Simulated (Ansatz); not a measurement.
A geometry of ScPd away from equilibrium: step 24 of the relaxation of a randomly generated symmetric cell of ScPd (space group No. 40). Calculation: PBEsol (plane waves to 420 eV, PAW, scalar-relativistic; Ansatz, a quantum-chemistry and plane-wave program). Γ-centred k-mesh 4×8×8 on the run's cell (coarser than for final values), Fermi–Dirac smearing 0.05 eV.

```
CELL_PARAMETERS angstrom
     11.86102     0.00000     0.00000
      0.00000     2.39834     2.39502
      0.00000    -2.39834     2.39502
ATOMIC_POSITIONS crystal
  Pd 0.62500 0.20508 0.20510
  Pd 0.37500 0.20510 0.20508
  Pd 0.12500 0.20510 0.20508
  Pd 0.87500 0.20508 0.20510
  Sc 0.25000 0.70510 0.70508
  Sc 0.75000 0.70508 0.70510
  Sc 0.00000 0.70509 0.70509
  Sc 0.50000 0.70509 0.70509
```

Q: Which atoms carry the largest force, and which way does it point?

A: No atom: all forces are below 0.005 eV/Å; only the cell is out of equilibrium.

Q: What is the pressure?

A: +2.8 GPa, compression positive.

Q: How much energy per atom can still be gained by relaxing?

A: 0.05 eV/atom; the path ends in Pm-3m (No. 221) (CsCl type).

No spin polarisation in the result.

The run could not lose the symmetry of its start.
